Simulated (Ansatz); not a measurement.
A geometry of CsPbBr3 away from equilibrium: the start of the relaxation of a randomly generated symmetric cell of CsPbBr3 (space group No. 47). The numbers are results of PBEsol (plane waves to 420 eV, PAW, scalar-relativistic; Ansatz, an electronic-structure program), not measurements. Γ-centred k-mesh 5×4×3 on the run's cell (coarser than for final values), Fermi–Dirac smearing 0.05 eV.

```xyz
5
Lattice="5.1770 0.0000 0.0000 0.0000 5.6376 0.0000 0.0000 0.0000 7.7768" Properties=species:S:1:pos:R:3:forces:R:3 pbc="T T T" free_energy=-25546.319 pressure_GPa=21.6
Br     2.5885     0.0000     5.7289    0.0000    0.0000  -18.2397
Br     2.5885     0.0000     2.0480    0.0000    0.0000   18.2397
Br     0.0000     0.0000     0.0000    0.0000    0.0000    0.0000
Cs     2.5885     2.8188     3.8884    0.0000    0.0000    0.0000
Pb     2.5885     0.0000     0.0000    0.0000    0.0000    0.0000
```

Positions in Å, forces in eV/Å, free energy of the cell in eV (comparable only within this code, potentials and settings). Largest force: 18.24 eV/Å, on Br1, Br2 (atoms numbered as listed); the geometry lies 2.24 eV/atom above the end of its relaxation.

No spin polarisation in the result.

The run could not lose the symmetry of its start: the end is stationary, and may be a saddle point rather than a minimum.

The end of the path is a generated cell of CsPbBr3: the first start was made by a random draw of sites in a space group, and the end was not matched to a known phase here, so it may be hypothetical. Known forms of CsPbBr3 include space group No. 62, 221.
